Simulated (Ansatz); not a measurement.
An elastic tensor (GPa, Voigt order, standard axes) from DFT-PBEsol in the program Ansatz with PAW potentials:

```
737  245  187  0.0  0.0  0.0
245  737  187  0.0  0.0  0.0
187  187  989  0.0  0.0  0.0
0.0  0.0  0.0  321  0.0  0.0
0.0  0.0  0.0  0.0  321  0.0
0.0  0.0  0.0  0.0  0.0  246
```

Problem. Which compound is it?
(A) PtC, P-6m2 (Pt on 1a, C on 1d)
(B) Zr2TlC, P6_3/mmc (Zr on 4f, Tl on 2c, C on 2a)
(C) AlMo2C, P6_3/mmc (Al on 2d, Mo on 4f, C on 2a)
(D) WC, P-6m2 (W on 1a, C on 1f)

Solution. D, WC, P-6m2 (W on 1a, C on 1f)

The cell was relaxed with PBEsol under the symmetry of its start. No spin polarisation was allowed. As this level gives no gap, shear constants depend on the k-mesh and smearing (Fermi–Dirac, 0.1 eV here). Spin–orbit coupling is left out wherever it is not named.

Potentials: the earlier of the program's two PAW sets. The files were generated under PBE; for other functionals the program regenerates the frozen cores, and for LDA and PBEsol the local potential too.
